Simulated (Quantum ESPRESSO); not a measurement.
pw.x input (Quantum ESPRESSO 7.5; PBEsol, PseudoDojo standard norm-conserving files, fully relativistic):

```
&CONTROL
  calculation = 'scf'
  pseudo_dir = './pseudo'
  outdir = './out'
  tprnfor = .true.
  tstress = .true.
/
&SYSTEM
  ibrav = 0
  nat = 2
  ntyp = 2
  ecutwfc = 84.0
  ecutrho = 336.0
  occupations = 'smearing'
  smearing = 'fd'
  degauss = 0.002
  nbnd = 20
  noncolin = .true.
  lspinorb = .true.
/
&ELECTRONS
  conv_thr = 2e-10
/
ATOMIC_SPECIES
O 15.9990 O.upf
Ba 137.3270 Ba.upf
CELL_PARAMETERS angstrom
  0.000000000000   2.742773438000   2.742773438000
  2.742773438000   0.000000000000   2.742773438000
  2.742773438000   2.742773438000   0.000000000000
ATOMIC_POSITIONS crystal
O   0.500000000000   0.500000000000   0.500000000000
Ba   0.000000000000   0.000000000000   0.000000000000
K_POINTS automatic
8 8 8 0 0 0
```

End of the output:

```
     total energy              =     -89.22224336 Ry
     estimated scf accuracy    <       0.00000002 Ry
     total energy              =     -89.22224336 Ry
     estimated scf accuracy    <       0.00000001 Ry
     total energy              =     -89.22224336 Ry
     estimated scf accuracy    <          1.6E-09 Ry
[...]
     the Fermi energy is    10.1668 ev
!    total energy              =     -89.22224336 Ry
     estimated scf accuracy    <          1.5E-10 Ry
     smearing contrib. (-TS)   =      -0.00000000 Ry
     internal energy E=F+TS    =     -89.22224336 Ry
     The total energy is F=E-TS. E is the sum of the following terms:
     one-electron contribution =      -9.06678220 Ry
     hartree contribution      =      14.09160476 Ry
     xc contribution           =     -21.48071438 Ry
     ewald contribution        =     -72.76635155 Ry
     convergence has been achieved in  14 iterations
     Forces acting on atoms (cartesian axes, Ry/au):
     atom    1 type  1   force =    -0.00000000   -0.00000000   -0.00000000
     atom    2 type  2   force =     0.00000000    0.00000000    0.00000000
     Total force =     0.000000     Total SCF correction =     0.000000
     Computing stress (Cartesian axis) and pressure
          total   stress  (Ry/bohr**3)                   (kbar)     P=        0.12
   0.00000079  -0.00000000   0.00000000            0.12       -0.00        0.00
   0.00000000   0.00000079  -0.00000000            0.00        0.12       -0.00
   0.00000000   0.00000000   0.00000079            0.00        0.00        0.12
```
In a gapped system the printed Fermi energy is only some level inside the gap.

Geometry relaxed with PBEsol.
